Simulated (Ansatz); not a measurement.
Mo$_{3}$Os:
```
Mo3Os
1.0
    3.94227     0.00000     0.00000
    0.00000     3.94227     0.00000
    0.00000     0.00000     3.94227
Mo Os
3 1
Cartesian
  0.00000   1.97113   1.97113
  1.97113   1.97113   0.00000
  1.97113   0.00000   1.97113
  0.00000   0.00000   0.00000
```

Relaxed with r²SCAN. Special points in fractions of this cell's reciprocal vectors: Γ (0.000, 0.000, 0.000); X (0.000, 0.500, 0.000); M (0.500, 0.500, 0.000); R (0.500, 0.500, 0.500).

Problem. List the band energies nearest the Fermi level at these points for r²SCAN in the plane-wave PAW code Ansatz.

Solution. In eV from the Fermi level; about four levels below and three above (degenerate sets whole), none deeper than 8.9 eV; points with the same levels are listed once.

```tsv
k	below	above
Γ	-5.26 -5.26 -5.26 -1.33 -1.33 -1.33	1.61 1.61 3.81 3.81 3.81
X	-2.81 -2.81 -2.35 -2.35 -1.18	0.00 0.57 0.57
M	-2.07 -2.07 -2.06 -0.90	0.59 0.59 0.61
R	-1.49 -1.49 -1.49 -1.08 -1.08 -1.08	1.01 1.01 1.01
```

Space group Pm-3m (Cu3Au type). A made-up cell: these elements were put on the sites of a structure type; neither database checked (COD, Materials Project) lists it. COD files the formula under space group No. 223. Whether it is the stable phase at ambient conditions was not checked. The r²SCAN relaxation kept the symmetry of its start; its stability against distortions is not shown here. No spin polarisation was allowed. Spin–orbit coupling is left out wherever it is not named.

Potentials: the earlier of the program's two PAW sets.
